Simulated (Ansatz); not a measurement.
CdS (zinc blende)

```yaml
crystal:
  lattice:
    - [0.00000, 5.92662, 5.92662]
    - [2.96331, 0.00000, 2.96331]
    - [2.96331, 2.96331, 0.00000]
  atoms:
    - { symbol: S, position: [0.37500, 0.75000, 0.75000] }
    - { symbol: S, position: [0.87500, 0.75000, 0.75000] }
    - { symbol: Cd, position: [0.00000, 0.00000, 0.00000] }
    - { symbol: Cd, position: [0.50000, 0.00000, 0.00000] }
```

In this cell atom 2 (S, nearest neighbour Cd at 2.566 Å; its periodic images, 4.2 Å or more away, move with it) is moved by s along Cartesian [110], unit vector (0.707, 0.707, 0.000); all other atoms and the cell stay fixed.

Method: PBE (plane waves to 420 eV, PAW, scalar-relativistic; Ansatz, a program for electronic structure). k mesh 4×8×8 (Γ-centred), Fermi-Dirac smearing 0.05 eV. Energies are smeared free energies. CdS was relaxed with its symmetry unable to fall. The zero of ΔE is the undisplaced structure.

```tsv
s (Å)	ΔE (meV/cell)
-0.260	172.6
-0.208	108.7
-0.156	60.4
-0.104	withheld
-0.052	6.6
0.000	0.0
0.052	6.6
0.104	withheld
0.156	60.4
0.208	108.7
0.260	172.6
```

Fit an even polynomial form (powers 2, 4) to the given rows and predict ΔE at s = 0.104.

Least squares on the 9 given rows: ΔE = (2441)·s² + (1662)·s⁴, in meV/cell with s in Å; root-mean-square residual 0.01 meV/cell. At 0.104 the fit gives 26.6 meV/cell; the calculation gives 26.6 meV/cell, the same to the digits shown. The quadratic term alone would give 26.4 meV/cell.

(A displaced cell: forces are minus the slopes of the energy, force constants its curvatures, and phonons follow from these.)
